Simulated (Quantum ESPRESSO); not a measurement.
```xyz
8
Lattice="5.5605 0.0000 0.0000 0.0000 5.5605 0.0000 0.0000 0.0000 5.5605" Properties=species:S:1:pos:R:3 pbc="T T T"
N      0.3192     0.3192     0.3192
N      5.2413     5.2413     5.2413
N      2.4611     5.2413     3.0994
N      3.0994     0.3192     2.4611
N      3.0994     2.4611     5.2413
N      2.4611     3.0994     0.3192
N      5.2413     3.0994     2.4611
N      0.3192     2.4611     3.0994
```
Geometry: a computed entry of the Materials Project; it was not checked against measured cells. It is N2 in Pa-3; whether this form has been observed was not checked. Stability against distortions was not tested. Forces on the atoms reach 0.35 eV/Å at this level.

With PBE (σ by GIPAW in a modified build of Quantum ESPRESSO; JTH PAW datasets, 25 Ha):

| quantity | PBE |
|---|---|
| σ_iso N (ppm) | -101.5 |

Shieldings are absolute and leave out the bulk-susceptibility term; a larger σ means a smaller chemical shift. By our sweeps, such settings leave a few ppm in absolute σ.

What does the LDA, on its own JTH datasets and the same geometry, give?


```json
[
 {"quantity": "σ_iso N (ppm)", "LDA": "-109.0", "LDA − PBE": "-7.5"}
]
```
